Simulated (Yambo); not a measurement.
Input:

```xyz
8
Lattice="2.5573 1.4765 4.5570 -2.5573 1.4765 4.5570 0.0000 -2.9529 4.5570" Properties=species:S:1:pos:R:3 pbc="T T T"
Li     0.0000     0.0000     6.8355
F     -1.5986    -0.2278     7.9978
F      1.5986     0.2278     5.6732
F      0.6020     1.4983     7.9978
F     -0.6020    -1.4983     5.6732
F      0.9966    -1.2705     7.9978
F     -0.9966     1.2705     5.6732
Nb     0.0000     0.0000     0.0000
```

Workflow: LDA (Quantum ESPRESSO, PseudoDojo norm-conserving, 84 Ry, without SOC), then G0W0 in Yambo (2×2×2 Γ-centred k mesh, bands 2 to 159 and a 7 Ry block in the screening, 159 bands in G with the Bruneval-Gonze terminator, plasmon pole fitted at 27.2 eV).

Question: Give the LDA and G0W0 gaps between the band edges found on this mesh, and say where the edges lie.

Answer: Edges: Γ → L. LDA: 5.29 eV; G0W0: 9.51 eV. Nearest settings tried, and what they do to the gap: 68 bands in G: +61 meV. Not varied: bands in W, block, mesh. So the settings aren't converged at that level. The k mesh is coarse. Spin-orbit splittings are left out.

Geometry of the Materials Project entry, not relaxed at this level.

The structure is a Materials Project entry; no match was found in the copy of COD used, and its stability was not checked.
